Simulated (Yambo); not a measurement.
Input:

```
SiO2
1.0
    4.91497     0.00000     0.00000
   -2.45749     4.25649     0.00000
    0.00000     0.00000     5.43130
O Si
6 3
Cartesian
  0.30731   1.75959   4.26297
  0.77998   3.64283   0.64211
 -1.08729   3.11056   2.45254
  1.37020   1.14593   1.16833
  2.76479   2.49690   4.78919
  3.23747   0.61366   2.97876
  1.30515   2.26058   0.00000
  2.30468   0.00000   1.81043
 -1.15234   1.99591   3.62087
```

Workflow: PBEsol (pw.x of Quantum ESPRESSO, ONCV potentials, no spin-orbit coupling), then G0W0 in Yambo (3×3×4 Γ-centred k mesh, 213 bands and a 8 Ry block in the screening, 213 bands in G with the Bruneval-Gonze terminator, plasmon pole fitted at 27.2 eV).

### Question
Give the PBEsol and G0W0 gaps between the band edges found on this mesh, and say where the edges lie.

### Answer
Edges: K → Γ. PBEsol: 5.87 eV; G0W0: 8.77 eV. Nearest settings tried, and what they do to the gap: 80 bands in G: +11 meV; 80 bands in W, 80 bands in G: +94 meV; 7 Ry block (243 vectors against 327): -73 meV; 3×3×2 mesh: -8 meV. So the settings aren't converged at that level. 

Geometry of the Materials Project entry, not relaxed at this level.
